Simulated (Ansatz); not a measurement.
Molecular dynamics on a 2×2×2 supercell (24 atoms) of Be2Sn (antifluorite), relaxed with r2SCAN. Forces come from PBEsol in Ansatz: Langevin thermostat and barostat (NPT), 800 K, steps of 3 fs. Computed, non-magnetic; the trajectory is short and the cell small, so nothing here is a converged average. The structure comes from a prototype and may be hypothetical.

```yaml
crystal:
  lattice:
    - [0.0, 5.803131113, 5.803131113]
    - [5.803131113, 0.0, 5.803131113]
    - [5.803131113, 5.803131113, 0.0]
  atoms:
    - { symbol: Sn, position: [0.0, 0.0, 0.0] }
    - { symbol: Be, position: [0.125, 0.125, 0.125] }
    - { symbol: Be, position: [0.375, 0.375, 0.375] }
    - { symbol: Sn, position: [0.0, 0.0, 0.5] }
    - { symbol: Be, position: [0.125, 0.125, 0.625] }
    - { symbol: Be, position: [0.375, 0.375, 0.875] }
    - { symbol: Sn, position: [0.0, 0.5, 0.0] }
    - { symbol: Be, position: [0.125, 0.625, 0.125] }
    - { symbol: Be, position: [0.375, 0.875, 0.375] }
    - { symbol: Sn, position: [0.0, 0.5, 0.5] }
    - { symbol: Be, position: [0.125, 0.625, 0.625] }
    - { symbol: Be, position: [0.375, 0.875, 0.875] }
    - { symbol: Sn, position: [0.5, 0.0, 0.0] }
    - { symbol: Be, position: [0.625, 0.125, 0.125] }
    - { symbol: Be, position: [0.875, 0.375, 0.375] }
    - { symbol: Sn, position: [0.5, 0.0, 0.5] }
    - { symbol: Be, position: [0.625, 0.125, 0.625] }
    - { symbol: Be, position: [0.875, 0.375, 0.875] }
    - { symbol: Sn, position: [0.5, 0.5, 0.0] }
    - { symbol: Be, position: [0.625, 0.625, 0.125] }
    - { symbol: Be, position: [0.875, 0.875, 0.375] }
    - { symbol: Sn, position: [0.5, 0.5, 0.5] }
    - { symbol: Be, position: [0.625, 0.625, 0.625] }
    - { symbol: Be, position: [0.875, 0.875, 0.875] }
kpoints:
  mp_grid: { grid: [2, 2, 2] }
hamiltonian:
  xc: pbesol
scf:
  occupations: { method: fermi_dirac, width: 0.069 }
md:
  ensemble: npt_langevin
  temperature: 800
  timestep: 3.0
  n_steps: 30
  initial_velocities: maxwell_boltzmann
  seed: 2829
```

Run as `ansatz run input.yaml --threads 4 --pin off --max-ram 3686MiB --backend cpu --events-out ev --progress --plain --runs-dir out`. It took 4 min on 4 threads of Arm Neoverse N1, with other jobs on the host; peak host memory 1.5 GiB.

Question: How do temperature and energy develop?

Answer: The temperature starts at 767 K, is lowest at step 6 (407 K, 18 fs) and ends at 685 K. The atoms start on their lattice sites with kinetic energy alone, so much of it first passes into potential energy.
```csv
step,t (fs),T (K),free energy F from step 0 (meV/atom),kinetic energy (meV/atom),pressure (GPa),volume (Å³/atom),largest force (eV/Å)
0,0,767,0.0,99.1,-1.28,16.29,0.00
1,3,759,2.4,98.1,-1.23,16.29,0.28
2,6,783,9.3,101.2,-1.02,16.28,0.59
3,9,661,19.4,85.4,-0.85,16.28,0.94
4,12,547,30.7,70.7,-0.65,16.28,1.23
5,15,483,41.1,62.5,-0.45,16.29,1.43
6,18,407,48.5,52.6,-0.35,16.30,1.66
7,21,413,52.3,53.3,-0.29,16.31,1.77
8,24,447,51.7,57.8,-0.33,16.33,1.84
9,27,517,46.9,66.9,-0.46,16.35,1.84
10,30,600,40.1,77.6,-0.65,16.37,1.76
11,33,678,33.9,87.7,-0.82,16.38,1.64
12,36,716,29.9,92.6,-0.97,16.40,1.57
13,39,770,27.9,99.6,-1.07,16.42,1.62
14,42,781,28.1,101.0,-1.17,16.43,1.63
15,45,673,30.0,87.0,-1.30,16.45,1.55
16,48,722,31.7,93.4,-1.29,16.46,1.35
17,51,668,33.6,86.3,-1.33,16.47,1.36
18,54,672,36.2,86.9,-1.30,16.47,1.35
19,57,616,39.7,79.6,-1.29,16.48,1.44
20,60,588,42.8,76.0,-1.25,16.49,1.55
21,63,606,44.1,78.4,-1.18,16.49,1.64
22,66,582,43.3,75.2,-1.20,16.50,1.73
23,69,591,41.3,76.3,-1.24,16.50,1.78
24,72,666,37.4,86.0,-1.27,16.51,1.77
25,75,703,32.1,90.9,-1.37,16.51,1.75
26,78,781,28.0,101.0,-1.40,16.51,1.72
27,81,731,26.7,94.4,-1.49,16.51,1.73
28,84,723,27.0,93.5,-1.51,16.51,1.78
29,87,726,29.0,93.9,-1.47,16.51,1.87
30,90,685,31.8,88.6,-1.42,16.50,2.00
```

Positions (Å) and forces (eV/Å) at step 30:
```
cell (Å): 0.000 5.828 5.828; 5.828 0.000 5.828; 5.828 5.828 0.000
Sn   0.135  -0.120   0.122     0.328   0.382   0.115
Be   1.433   1.442   1.756     0.115  -0.453   0.094
Be   4.279   4.749   4.565    -0.246  -0.810  -0.544
Sn   2.593   2.867   0.056     0.405  -0.982  -0.370
Be   3.861   4.534   1.313     0.966  -0.093  -0.377
Be   7.412   7.418   4.081     0.190  -0.116   0.426
Sn   3.007  -0.361   3.135    -0.986   0.100  -0.450
Be   4.653   1.069   4.078     0.242   0.574   0.215
Be   7.021   4.404   7.280     0.412  -0.273   0.026
Sn   5.679   3.109   2.576    -1.511  -0.675  -0.500
Be   6.995   4.134   4.300    -0.042  -0.043  -0.016
Be  10.294   6.884   7.685    -0.053  -0.011  -0.440
Sn  -0.214   3.024   2.913     0.536  -1.090   0.785
Be   1.552   3.827   4.657    -0.428   0.705  -0.096
Be   4.165   6.943   7.259    -0.095   0.384   0.107
Sn   2.642   5.711   2.977    -0.733  -0.035   1.421
Be   4.180   7.164   4.318     0.127   0.219   0.291
Be   7.482   9.905   7.199     0.728   0.057  -0.368
Sn   3.353   2.721   5.845     0.327  -0.949  -0.863
Be   4.417   4.382   7.210     0.156   1.087  -0.548
Be   6.774   7.544   9.986     0.717  -0.294   0.376
Sn   5.939   5.835   5.747     0.446   1.946  -0.024
Be   7.655   7.369   7.277    -0.994   0.379   0.093
Be  10.362  10.041  10.517    -0.604  -0.009   0.649
```
